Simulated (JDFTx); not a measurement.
Reference run:

System: Co(0001) (P6_3/mmc bulk; lattice of mp-54, not re-optimised at this level), 1x1 cell of 4 atoms in 4 planes, area 5.29 Å² a face, 6.0 Å between the outermost planes in a cell 22.0 Å high; k mesh 12×12×1, Fermi width 0.004 Ha, spin-polarised from a ferromagnetic start.

The reference is PBE, GBRV ultrasoft potentials, plane waves to 20/100 Ha; code: JDFTx (a modified build). Unrelaxed; liquid: linear PCM (GLSSA13), water, 1 M NaF. Potentials are on the SHE scale by the convention U = −μ/e − 4.44 V; references calibrated for a solvation model differ from this value. LDA and PBEsol take their own potentials, PW91 and RPBE those of PBE; the lattice is kept.

```json
[
 {"functional": "LDA", "work function (eV)": "5.38", "U_pzc (V)": "0.67", "mean C below U_pzc (μF/cm²)": "14 over 0.6 V", "k states × plane waves": "38 × 3355", "cycles, vacuum run": "31", "rough core time, vacuum run": "10 min"},
 {"functional": "PBE", "work function (eV)": "5.01", "U_pzc (V)": "0.30", "mean C below U_pzc (μF/cm²)": "15 over 0.5 V", "k states × plane waves": "38 × 3355", "cycles, vacuum run": "32", "rough core time, vacuum run": "10 min"},
 {"functional": "PBEsol", "work function (eV)": "[?]", "U_pzc (V)": "[?]", "mean C below U_pzc (μF/cm²)": "15 over 0.5 V", "k states × plane waves": "38 × 3355", "cycles, vacuum run": "31", "rough core time, vacuum run": "10 min"},
 {"functional": "PW91", "work function (eV)": "5.05", "U_pzc (V)": "0.33", "mean C below U_pzc (μF/cm²)": "15 over 0.5 V", "k states × plane waves": "38 × 3355", "cycles, vacuum run": "33", "rough core time, vacuum run": "10 min"}
]
```

Task: Some entries are withheld; supply them.

Result: 
- PBEsol, work function (eV): 5.14
- PBEsol, U_pzc (V): 0.43

Core times come from shared machines and are rough, one run each.
